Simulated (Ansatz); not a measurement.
HfO$_{2}$:
```cif
data_Hf4O8
_chemical_formula_sum 'Hf4 O8'
_space_group_name_H-M_alt 'P 1'
_space_group_IT_number 1
_cell_length_a 5.04735
_cell_length_b 5.13989
_cell_length_c 5.21597
_cell_angle_alpha 90.000
_cell_angle_beta 99.582
_cell_angle_gamma 90.000
loop_
_space_group_symop_operation_xyz
  'x, y, z'
loop_
_atom_site_label
_atom_site_type_symbol
_atom_site_fract_x
_atom_site_fract_y
_atom_site_fract_z
_atom_site_occupancy
Hf1 Hf 0.27778 0.04275 0.20833 1
Hf2 Hf 0.72222 0.54275 0.29167 1
Hf3 Hf 0.72222 0.95725 0.79167 1
Hf4 Hf 0.27778 0.45725 0.70833 1
O1 O 0.07287 0.34079 0.33781 1
O2 O 0.92713 0.84079 0.16219 1
O3 O 0.92713 0.65921 0.66219 1
O4 O 0.07287 0.15921 0.83781 1
O5 O 0.44627 0.75850 0.48127 1
O6 O 0.55373 0.25850 0.01873 1
O7 O 0.55373 0.24150 0.51873 1
O8 O 0.44627 0.74150 0.98127 1
```

Relaxed with LDA.

**Question.** Give the optical modes at the zone centre with their infrared activity from DFPT, LDA in the plane-wave PAW code Ansatz.

**Answer.** Transverse frequencies, without the LO–TO term; a row sums one degenerate level.

```tsv
ω (cm⁻¹)	degeneracy	IR ((D/Å)²/amu)	activity
123	1	0.00	IR-inactive
132	1	0.00	IR-inactive
135	1	0.04	IR
136	1	0.00	IR-inactive
149	1	0.00	IR-inactive
168	1	0.00	IR-inactive
184	1	0.46	IR
236	1	19.51	IR
244	1	0.00	IR-inactive
254	1	0.22	IR
255	1	0.00	IR-inactive
256	1	16.44	IR
320	1	62.18	IR
331	1	0.00	IR-inactive
342	1	0.00	IR-inactive
346	1	24.98	IR
360	1	37.78	IR
390	1	0.00	IR-inactive
404	1	0.00	IR-inactive
405	1	44.54	IR
412	1	27.71	IR
493	1	0.00	IR-inactive
500	1	13.68	IR
511	1	0.00	IR-inactive
517	1	18.95	IR
553	1	0.00	IR-inactive
573	1	0.00	IR-inactive
610	1	14.86	IR
635	1	0.00	IR-inactive
658	1	0.06	IR
669	1	0.00	IR-inactive
737	1	16.51	IR
772	1	0.00	IR-inactive
```

**Question.** How high does the top mode go among those that the LO–TO term moves?

**Answer.** 809 cm⁻¹ for q along x, 747 cm⁻¹ for q along y, 739 cm⁻¹ for q along z.

Space group P2_1/c. The cell was relaxed with LDA under the symmetry of its start; of distortions, only those at the zone centre were tested. No spin polarisation was allowed. Spin–orbit coupling is left out wherever it is not named.

Potentials: the later of the program's two PAW sets.
